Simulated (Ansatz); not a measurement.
# Computed properties of RhPb2

RhPb2:
```cif
data_Pb4Rh2
_chemical_formula_sum 'Rh2 Pb4'
_space_group_name_H-M_alt 'P 1'
_space_group_IT_number 1
_cell_length_a 5.54555
_cell_length_b 5.54555
_cell_length_c 5.54555
_cell_angle_alpha 106.007
_cell_angle_beta 106.007
_cell_angle_gamma 116.647
loop_
_space_group_symop_operation_xyz
  'x, y, z'
loop_
_atom_site_label
_atom_site_type_symbol
_atom_site_fract_x
_atom_site_fract_y
_atom_site_fract_z
_atom_site_occupancy
Rh1 Rh 0.25000 0.25000 0.00000 1
Rh2 Rh 0.75000 0.75000 0.00000 1
Pb1 Pb 0.66525 0.16525 0.83049 1
Pb2 Pb 0.16525 0.33475 0.50000 1
Pb3 Pb 0.33475 0.83475 0.16951 1
Pb4 Pb 0.83475 0.66525 0.50000 1
```

Space group I4/mcm (No. 140); conventional cell a = b = 6.6742 Å, c = 5.8242 Å, α = β = γ = 90.00°.

Method: the program Ansatz at the PBEsol level (PAW). The cell and atoms are relaxed at this level. Other levels are named where they apply.

Cell and energy:

```yaml
volume_per_atom: 21.62 Å³
density: 13.24 g/cm³
Formation energy from the elements (no fitted shifts): -0.076 eV/atom
```

Electronic structure:

```yaml
electronic_character: metallic (no gap)
Density of states at the Fermi level: 0.51 states/eV per atom (mean over ±0.08 eV)
Gap with spin–orbit coupling: none (metallic)
```

Mechanics:

```yaml
Bulk modulus (Birch–Murnaghan fit): 96.6 GPa
Pressure derivative B′: 5.4
```

Charges:

```yaml
bader_charges: Rh -0.52, Pb +0.26 e
```

The workflow started from an entry of the Crystallography Open Database (COD). Its standing as an ambient phase is unchecked. The cell was relaxed with PBEsol under the symmetry of its start; its stability against distortions is not shown here. No spin polarisation was allowed. Axis ratios of metals converge slowly with the k-mesh, so a and c are less sure than the volume. The references are the lowest solids computed at this level, not always the standard phases. Scalar-relativistic: spin–orbit coupling is off unless named, which matters more the heavier the elements.

Potentials: the later of the program's two PAW sets.
